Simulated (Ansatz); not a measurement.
Input:

K3SbS4:
Space group Cmc2₁ (No. 36); a = 10.317 Å, b = 10.966 Å, c = 7.470 Å, α = 90.00°, β = 90.00°, γ = 90.00°

| atom | site | symmetry | x | y | z |
|---|---|---|---|---|---|
| K | 4a | m.. | 0.0000 | 0.2939 | 0.0206 |
| K | 8b | 1 | 0.2255 | 0.0281 | 0.0101 |
| Sb | 4a | m.. | 0.0000 | 0.2450 | 0.5196 |
| S | 4a | m.. | 0.0000 | 0.5666 | 0.1705 |
| S | 4a | m.. | 0.0000 | 0.0849 | 0.7286 |
| S | 8b | 1 | 0.1853 | 0.2303 | 0.3391 |
(The calculation used a cell of 16 atoms; values per cell refer to that cell.)

This is the LDA-relaxed structure.

Question: All from the program Ansatz at the LDA level (PAW), unless another level is named. Give the hole effective mass.

Answer: 0.69, 1.3, 2.2 mₑ (principal values).

Question: Predict the band gap.

Answer: 2.08 eV (direct).

Question: What about the weight of the conduction-edge state by species (Voronoi cells)?

Answer: S 69 %, Sb 23 %, K 9 %.

Space group Cmc2_1. The first step of the workflow began from a Materials Project structure, measured or hypothetical; the Crystallography Open Database files this formula in space group No. 36, but the cells were not matched. Whether it is the stable phase at ambient conditions was not checked. The LDA relaxation kept the symmetry of its start; whether a distortion lowers the energy is not shown. Scalar-relativistic: spin–orbit coupling is off unless named, which matters more the heavier the elements.

Potentials: the later of the program's two PAW sets.
